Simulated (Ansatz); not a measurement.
**Ni (Fm-3m): the held moment from field and pressure**

```
CELL_PARAMETERS angstrom
0.00000 1.76194 1.76194
1.76194 0.00000 1.76194
1.76194 1.76194 0.00000
ATOMIC_POSITIONS crystal
Ni 0.00000 0.00000 0.00000
```

Geometry: a structure as deposited in COD; nothing is relaxed.

Functional, mesh and filling: LDA, 16×16×16 k mesh, Fermi–Dirac smearing of 0.1 eV. PAW means Ansatz 0.2.0 on its default frozen-core files. Site moments are integrated in spheres about the atoms. Start moments (μB): Ni 1.5.

The free run ends with 0.59 μB per cell. Further runs hold the cell's moment M by two Fermi levels; B is half their difference over μB, positive where the field raises M. Some of them:

```
M (μB/cell)  B (T)  ΔF over the free run (meV/cell)  pressure (GPa)
       0.39  -1245                             11.1           -18.0
       0.65   1068                              2.0           -17.3
       0.73   2280                              9.7           -16.7
```

Q: Another run of the series gave B (T) = -860, ΔF over the free run (meV/cell) = 1.6, pressure (GPa) = -17.8. Which moment was held?
A. 0.88
B. 0.19
C. 0.53

A: C. M (μB/cell) = 0.53.

Q: Another run of the series gave B (T) = 6492, ΔF over the free run (meV/cell) = 46.8, pressure (GPa) = -15.6. Which moment was held?
A. 0.88
B. 0.19
C. 0.53

A: A. M (μB/cell) = 0.88.

The whole series:

```csv
M (μB/cell),B (T),ΔF over the free run (meV/cell),pressure (GPa)
0.19,-732,23.0,-18.2
0.39,-1245,11.1,-18.0
0.53,-860,1.6,-17.8
0.65,1068,2.0,-17.3
0.73,2280,9.7,-16.7
0.88,6492,46.8,-15.6
```

The PAW files were made with PBE; the program remakes their cores once for the run's functional and then keeps them frozen. The Ansatz runs typed with the search for lower states off end where their start leads. The magnetic state is the one that this cell and start allow. It needn't be the compound's measured order, which may need a larger cell or be absent.
